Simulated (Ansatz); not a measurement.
ScAl3 (Cu3Au type, space group No. 221) at seven volumes, DFT-LDA in the program Ansatz with PAW potentials, scaled uniformly. One row is withheld.

| V (Å³/atom) | P (GPa) |
|---|---|
| 14.904 | ? |
| 15.395 | 6.78 |
| 15.887 | 3.13 |
| 16.378 | 0.00 |
| 16.869 | -2.69 |
| 17.361 | -4.98 |
| 17.852 | -6.93 |

Problem. Fit the shown pressures and predict the withheld one.

Solution. P = (3/2)B₀(x^(7/2) − x^(5/2))[1 + (3/4)(B′ − 4)(x − 1)] with x = (V₀/V)^(2/3). Least squares on the six rows gives V₀ = 16.377 Å³/atom, B₀ = 96.4 GPa, B′ = 4.20. At V = 14.904, x = 1.0648 and P = 11.08 GPa. The run itself gave 11.02 GPa.

Space group Pm-3m (Cu3Au type). Symmetry was held in the LDA relaxation; of distortions, only those at the zone centre were tested. The run is not spin-polarised.

Potentials: the later of the program's two PAW sets.
